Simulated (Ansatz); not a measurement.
BeTe:
```xyz
2
Lattice="0.0000 2.8286 2.8286 2.8286 0.0000 2.8286 2.8286 2.8286 0.0000" Properties=species:S:1:pos:R:3 pbc="T T T"
Te     4.2428     4.2428     4.2428
Be     0.0000     0.0000     0.0000
```

Relaxed with r²SCAN.

Q: Map the valence electron density (e/Å³), cut off at 0.7 on the plane through (0.750, 0.750, 0.750) spanned by u = [1, 0, 0] and v = [-1, 1, 1] in lattice vectors, from r²SCAN in the plane-wave PAW code Ansatz.

A: x is the fraction of u, y of v (the angle between them is 90°; rows are the nearest grid lines); atoms in the plane: Te at (0.00, 0.00), Be at (0.50, 0.25).
```
|999998532111235899999|
|999997421101124799999|
|999996321000123699999|
|999753110000011357999|
|876432100000001234678|
|443221000000000122344|
|222110000000000011222|
|000000000000000000000|
|000000000000000000000|
|000000000000000000000|
|000000000000000000000|
|000000000000000000000|
|000000011111110000000|
|000000011222110000000|
|000000112222211000000|
|000001112222211100000|
|000011112111211110000|
|222222221000122222222|
|444443332101233344444|
|877655443212344556778|
|999976543222345679999|
|999998643222346899999|
|999999532111235999999|
|999998532111235899999|
```
Scale: ten equal steps from 0.015 (start of '0') to 0.700 (end of '9'), in the order '0123456789'; x runs from 0.000 to 1.00, y from 0.000 (bottom) to 1.00 (top).

The density is the valence pseudo-density with augmentation charge, so density and ELF within about 1 Å of a nucleus are not all-electron values.

Space group F-43m (zinc blende). The cell was relaxed with r²SCAN under the symmetry of its start; of distortions, only those at the zone centre were tested. Scalar-relativistic: spin–orbit coupling is off unless named, which matters more the heavier the elements.

Potentials: the later of the program's two PAW sets.
